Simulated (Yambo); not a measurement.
## MoTe2: sweep of GW parameters

G0W0@PBE for MoTe2 (space group P6_3/mmc, No. 194) in Yambo. Reference settings: 3×3×1 Γ-centred k mesh, bands 19 to 475 and a 12 Ry block in the screening, 475 bands in G with the Bruneval-Gonze terminator, plasmon pole fitted at 27.2 eV. The PBE gap Γ → K on this mesh is 0.95 eV; G0W0 gaps are taken between the same points.

| change from the reference | G0W0 gap Γ → K (eV) | shift of the valence edge (eV) | rough Yambo cost |
|---|---|---|---|
| reference settings | 1.17 | -0.11 | 1 |
| 268 bands in W, 268 bands in G | 1.16 | 0.00 | within a factor of two |
| 268 bands in G | 1.17 | -0.11 | – |
| 7 Ry block | 1.13 | 0.00 | within a factor of two |
| no terminator | 1.16 | 0.03 | – |

The reference isn't shown to be the converged limit. Costs are rough (shared machines), scaled to the same edge states, and given only for runs that recompute the screening. The mesh misses a band edge: along a dense path the PBE gap is 0.60 eV against 0.95 eV on the mesh.

Spin-orbit coupling is left out, which matters for elements this heavy: edges can move by tenths of an eV.

Geometry relaxed with PBE+D3(BJ); primitive cell a = 3.496 Å, b = 3.496 Å, c = 13.690 Å, α = 90.00°, β = 90.00°, γ = 120.00°.

A shift is the quasiparticle energy of the state minus its PBE energy.

The potentials are those of PseudoDojo's stringent table.
